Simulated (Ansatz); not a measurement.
In DFT-PBE+D3(BJ) in the program Ansatz with PAW potentials, Hg in the simple rhombohedral structure (R-3m) relaxes to a = 3.575 Å, c = 6.765 Å.

Electronic character: metallic (no gap).

Symmetry was held in the PBE+D3(BJ) relaxation. The substance is a gas or liquid at ambient conditions; this is its low-temperature solid. The pairwise dispersion correction was not fitted to metals. Axis ratios of metals converge slowly with the k-mesh, so a and c are less sure than the volume. Scalar-relativistic: spin–orbit coupling is off unless named, which matters more the heavier the elements.

Potentials: the later of the program's two PAW sets.
